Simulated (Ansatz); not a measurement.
InP:
```
InP
1.0
    0.00000     2.95362     2.95362
    2.95362     0.00000     2.95362
    2.95362     2.95362     0.00000
In P
1 1
Direct
  0.00000   0.00000   0.00000
  0.75000   0.75000   0.75000
```

Relaxed with r²SCAN. Special points in fractions of this cell's reciprocal vectors: Γ (0.000, 0.000, 0.000); X (0.500, 0.000, 0.500); U (0.625, 0.250, 0.625); K (0.375, 0.375, 0.750); L (0.500, 0.500, 0.500); W (0.500, 0.250, 0.750).

### Question
List the band energies nearest the valence-band maximum at these points for the program Ansatz at the r²SCAN level (PAW).

### Answer
In eV from the valence-band maximum; about four levels below and three above (degenerate sets whole), none deeper than 8.9 eV; points with the same levels are listed once.

```csv
k,below,above
Γ,0.00 0.00 0.00,1.02 4.42 4.42 4.42
X,-5.77 -2.33 -2.33,2.04 2.54 9.72
U,-5.62 -3.30 -1.95,2.64 4.69 7.93
L,-5.75 -0.97 -0.97,1.79 5.14 5.14
W,-5.61 -2.96 -2.90,4.57 4.68 5.97
```

Space group F-43m (zinc blende). The cell was relaxed with r²SCAN under the symmetry of its start; of distortions, only those at the zone centre were tested. Scalar-relativistic: spin–orbit coupling is off unless named, which matters more the heavier the elements.

Potentials: the earlier of the program's two PAW sets.
